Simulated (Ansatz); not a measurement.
According to PBE (plane waves, PAW; program Ansatz), LuAlN₂ in the trigonal phase (P3m1; Lu on 1b, N on 1b, Al on 1c, N on 1c) relaxes to a = 3.425 Å, c = 5.416 Å. Al has 4 nearest neighbours from 1.87 Å (tetrahedral). Against the elements it lies at -1.26 eV/atom, with no fitted shifts.

It is gapped at this level: 2.03 eV (indirect). The valence maximum lies at H and the conduction minimum at Γ. Gap from PBE with spin–orbit coupling: 1.95 eV. Electrons at the band edge weigh 0.23, 0.23, 0.34 mₑ (principal values). The hole mass is 1.7, 1.7, 3.1 mₑ (principal values).

The bulk modulus is 141 GPa.

The start of the workflow was typed in or built on a structure type; neither database checked (COD, Materials Project) lists it. Whether it is the stable phase at ambient conditions was not checked. Symmetry was held in the PBE relaxation; its stability against distortions is not shown here. The references are the lowest solids computed at this level, not always the standard phases (solids in place of the gases). Scalar-relativistic: spin–orbit coupling is off unless named, which matters more the heavier the elements.

Potentials: the earlier of the program's two PAW sets.
